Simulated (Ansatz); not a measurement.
Consider the following.

MgO:
```
MgO
1.0
    3.27495     0.00000     0.00000
   -1.63748     2.83619     0.00000
    0.00000     0.00000     4.90389
Mg O
2 2
Cartesian
  0.00000   1.89080   0.00623
  1.63748   0.94540   2.45817
  0.00000   1.89080   1.97789
  1.63748   0.94540   4.42983
```

This is the LDA-relaxed structure.

### Question
All from LDA in the plane-wave PAW code Ansatz, unless another level is named. Estimate the electron effective mass.

### Answer
0.35 mₑ (isotropic).

### Question
Give the hole effective mass.

### Answer
0.37, 5.1, 5.1 mₑ (principal values).

### Question
What about the band gap?

### Answer
3.54 eV (direct).

### Question
And the formation energy from the elements (no fitted shifts)?

### Answer
-2.77 eV/atom.

### Question
Predict the weight of the conduction-edge state by species (Voronoi cells).

### Answer
Mg 50 %, O 50 %.

### Question
And the valence-band maximum?

### Answer
at Γ.

Space group P6_3mc (wurtzite). The workflow started from a Materials Project entry (that database holds measured and hypothetical structures alike); the Crystallography Open Database copy checked does not list it. It is not the phase usual at ambient conditions (space group No. 225). Symmetry was held in the LDA relaxation; phonons on a q-mesh show no instability. The references are the lowest solids computed at this level, not always the standard phases (solids in place of the gases).

Potentials: the later of the program's two PAW sets.
